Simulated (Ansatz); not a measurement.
TaAs (NbAs type, space group I4_1md)

```
TaAs
1.0
   -1.73153     1.73153     5.86650
    1.73153    -1.73153     5.86650
    1.73153     1.73153    -5.86650
Ta As
2 2
Direct
  0.99912   0.99912   0.00000
  0.74912   0.24912   0.50000
  0.41688   0.41688   0.00000
  0.16688   0.66688   0.50000
```

In each cell atom 3 (As, nearest neighbour Ta at 2.622 Å; its periodic images, 3.5 Å or more away, move with it) moves by s·(0.707, 0.707, 0.000) (along Cartesian [110]), the rest being held.

These are PBE (plane waves to 420 eV, PAW, scalar-relativistic; Ansatz, an electronic-structure program) values and carry that method's errors. k mesh 15×15×15 (Γ-centred), Fermi-Dirac smearing 0.05 eV. The energy includes the smearing's −TS. Left out: 2 of 11 points, with atoms too close for the PAW data. With partly filled bands, energies and forces of such displacements shift with the k mesh and the smearing. At this level the bands of TaAs touch or barely overlap. Spin-orbit coupling is left out, though Ta is heavy. TaAs is run without spin polarisation. TaAs was relaxed with its symmetry unable to fall. The zero of ΔE is the undisplaced structure. The last digit holds for this mesh only.

```tsv
s (Å)	ΔE (meV/cell)
-0.416	1204.4
-0.312	636.4
-0.208	269.0
-0.104	65.0
0.000	0.0
0.104	65.0
0.208	269.0
0.312	636.4
0.416	1204.4
```

### Question
What force constant k = d²E/ds² at s = 0 does the table give?

### Answer
12 eV/Å². It is the second difference of the nearest points, corrected with the next pair.

### Question
With k = 11.89 eV/Å² from the forces, is the well harmonic out to s = 0.416 Å?

### Answer
½ks² = 1029 meV/cell against the computed 1204 meV/cell, so the well is stiffer than harmonic there.

(For displaced atoms, the force is minus the slope of the energy, and its curvature is a force constant, which sets phonon frequencies.)
